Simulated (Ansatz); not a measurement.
Total density of states per atom from plane-wave PAW r²SCAN (Ansatz code), in 0.25 eV bins, energy from the Fermi level:

```
E (eV) | states/eV/atom
    -7.85 |  0.00
    -7.60 |  0.00
    -7.35 |  0.02
    -7.10 | # 0.07
    -6.85 | ## 0.12
    -6.60 | ## 0.12
    -6.35 | ## 0.12
    -6.10 | ## 0.13
    -5.85 | ## 0.13
    -5.60 | ## 0.13
    -5.35 | ## 0.13
    -5.10 | ## 0.13
    -4.85 | ## 0.15
    -4.60 | ### 0.17
    -4.35 | ### 0.19
    -4.10 | ### 0.21
    -3.85 | #### 0.24
    -3.60 | ##### 0.29
    -3.35 | ##### 0.31
    -3.10 | ##### 0.29
    -2.85 | ###### 0.40
    -2.60 | ########## 0.66
    -2.35 | ########## 0.64
    -2.10 | ############# 0.84
    -1.85 | ############## 0.89
    -1.60 | ################## 1.13
    -1.35 | ################ 1.03
    -1.10 | ################ 1.02
    -0.85 | ############## 0.90
    -0.60 | ################## 1.16
    -0.35 | ############# 0.81
    -0.10 | ################ 1.03
     0.15 | ########## 0.62
     0.40 | ############ 0.78
     0.65 | ################### 1.20
     0.90 | ############ 0.76
     1.15 | ########## 0.64
     1.40 | ######### 0.57
     1.65 | ############ 0.76
     1.90 | ################## 1.15
     2.15 | ############################## 1.89
     2.40 | ################ 0.98
     2.65 | ############# 0.83
     2.90 | ########### 0.67
     3.15 | ########### 0.67
     3.40 | ############### 0.92
     3.65 | ######### 0.58
     3.90 | ########## 0.64
     4.15 | ############# 0.80
     4.40 | ############## 0.90
     4.65 | ################# 1.07
```

Pick the material that matches.
A) Zr2Cd, I4/mmm (Zr on 4e, Cd on 2b)
B) YSi2Ir2, I4/mmm (Y on 2a, Si on 4e, Ir on 4d)
C) BaF2, fluorite
D) BaZrO3, cubic perovskite

A, Zr2Cd, I4/mmm (Zr on 4e, Cd on 2b). Within 0.5 eV of the Fermi level: Zr 4d 77 %, Zr 5s 6 %, outside the projected shells 15 %. Projections are on Löwdin-orthogonalised atomic valence shells; empty p or d shells of many metals are not among them.

The first step of the workflow began from a Materials Project structure, measured or hypothetical; the Crystallography Open Database copy checked does not list it. With Zr and Cd taken as one species the cell has the higher symmetry Fm-3m, so it may be an ordered model of a mixed-site phase. Its standing as an ambient phase is unchecked. The r²SCAN relaxation kept the symmetry of its start; its stability against distortions is not shown here. The run is not spin-polarised. Spin–orbit coupling is left out wherever it is not named.

Potentials: the later of the program's two PAW sets.
